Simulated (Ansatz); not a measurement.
## Two-dimensional MoS₂, first-principles data

MoS₂:
```
CELL_PARAMETERS angstrom
      3.20123     0.00000     0.00000
     -1.60062     2.77235     0.00000
      0.00000     0.00000    33.00000
ATOMIC_POSITIONS crystal
  S  0.33333 0.66667 0.45275
  S  0.66667 0.33333 0.54725
  Mo 0.00000 0.00000 0.50000
```
Free-standing layer in the xy plane with vacuum along z and no interaction between images.

Method: plane-wave PAW r²SCAN+D4 (Ansatz code). Lattice and atoms are relaxed at this level; other levels are named.

### Structure

- In-plane lattice: a = 3.201 Å
- Distance between the outermost nuclei: 3.12 Å
- Exfoliation energy from the relaxed bulk parent: 24 meV/Å²

### Electronic structure

- Electronic character = metallic
- Work function = 5.25 eV
- Gap with spin–orbit coupling = none

### Phonons

* **Highest zone-centre frequency**: 409 cm⁻¹
* **Dynamical stability at Γ**: no clearly imaginary mode

### Charges

* **Bader charges**: S -0.70, Mo +1.40 e

Space group P-3m1 (1T). The layer was cut from a bulk entry of the Materials Project (measured or hypothetical); whether that bulk phase is the ambient one, and whether the layer has been isolated, was not checked. Symmetry was held in the r²SCAN+D4 relaxation. No spin polarisation was allowed. As this level gives no gap, phonon frequencies hold no LO–TO term and depend on the k-mesh and smearing (Fermi–Dirac, 0.1 eV here). Scalar-relativistic: spin–orbit coupling is off unless named, which matters more the heavier the elements.

Potentials: the later of the program's two PAW sets.
